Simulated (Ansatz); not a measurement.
Relaxed candidate structures of ZnAu:

A. C2/m (No. 12), mS12; a = 8.166 Å, b = 4.281 Å, c = 5.673 Å, α = 90.00°, β = 94.70°, γ = 90.00°; Au 2c (0.500, 0.500, 0.500); Au 4i (0.190, 0.000, 0.124); Zn 4i (0.329, 0.000, 0.591); Zn 2b (0.000, 0.500, 0.000)

B. P6/mmm (No. 191), hP8; a = b = 4.6494 Å, c = 7.5892 Å, α = β = 90.00°, γ = 120.00°; Au 1b (0.000, 0.000, 0.500); Au 2c (0.333, 0.667, 0.000); Au 1a (0.000, 0.000, 0.000); Zn 4h (0.333, 0.667, 0.337)

C. P4/nmm, origin choice 1 (No. 129), tP4, AFLOW prototype AB_tP4_129_c_c (B11, as in TiCu); a = b = 3.4046 Å, c = 5.4390 Å, α = β = γ = 90.00°; Zn 2c (0.500, 0.000, 0.138); Au 2c (0.000, 0.500, 0.345)

D. P4₂/mnm (No. 136), tP8; a = b = 8.1180 Å, c = 2.6786 Å, α = β = γ = 90.00°; Zn 4f (0.385, 0.385, 0.000); Au 4g (0.193, 0.193, 0.500)

E. I4₁/amd, origin choice 1 (No. 141), tI8; a = b = 3.805 Å, c = 8.483 Å, α = β = γ = 90.00°; Au 4a (0.000, 0.000, 0.000); Zn 4b (0.000, 0.000, 0.500)

Problem. Order them by energy per atom (lowest first) at the level PBEsol (plane waves to 420 eV, PAW, scalar-relativistic; Ansatz, a first-principles code).

Solution. E (reference), C (+0.05 eV/atom), A (+0.10 eV/atom), D (+0.33 eV/atom), B (+0.36 eV/atom)

Each run could gain symmetry but not lose that of its start, so entries can be saddle points. All of these are generated cells (placed on structure types, drawn at random, substituted or restacked) that were not matched to a known phase here. Energies are at zero temperature and pressure, without zero-point motion. The runs use different k-meshes, so differences are rounded accordingly. No spin polarisation in the result.
